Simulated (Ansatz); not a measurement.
## ZnSe2: enthalpy against pressure

ZnSe2, Pa-3, a = 6.239 Å. The structure is a Materials Project entry; whether it is the stable form wasn't checked. Ansatz: PBEsol, PAW, 420 eV, Γ-centred 4×4×4 mesh on 12 atoms, Gaussian smearing 0.02 eV; no spin polarisation. Cell and atoms are relaxed at each pressure, and no other structure is tried, so the rows at high pressure may lie past a change of phase. y is the enthalpy over the state at zero pressure; there V0 = 20.240 Å³/atom. The pressures are the targets, met within 0.01 GPa.

| P (GPa) | y (eV/atom) |
| --- | --- |
| -2.0 | ? |
| 0.0 | 0.0000 |
| 2.0 | 0.2491 |
| 5.0 | 0.6112 |
| 10.0 | 1.1895 |
| 20.0 | 2.2753 |

Task: Fit y = c1 P + c2 P² + c3 P³ to the other rows, say what c1 and c2 mean, and predict the missing value.

Result: Least squares on the rows shown. y = 0.12606 P − 0.00080747 P² + 9.6426×10⁻⁶ P³. Since dH/dP = V, c1 is V0: 0.12606 eV/GPa × 160.2 = 20.195 Å³ against 20.240; c2 = −V0/(2B0) gives B0 = 78 GPa, where a Birch–Murnaghan fit to the volumes of the same runs (not shown) gives 69 GPa: a cubic over this range folds the higher terms into c2. At P = -2.0 the fit asked for gives -0.2554 eV/atom. The run gave -0.2565 eV/atom, so the fit is 0.0011 eV/atom too high, 0.043 % of the span of the series, against an rms of 0.00009 eV/atom on the fitted rows. The row lies outside the fitted range. With a term in P⁴ added, a fit to the same known rows (none to spare) predicts -0.2562 eV/atom, so most of the miss is curvature that the known rows already hold.

The mesh isn't the same in all rows (4×4×4, 6×6×6).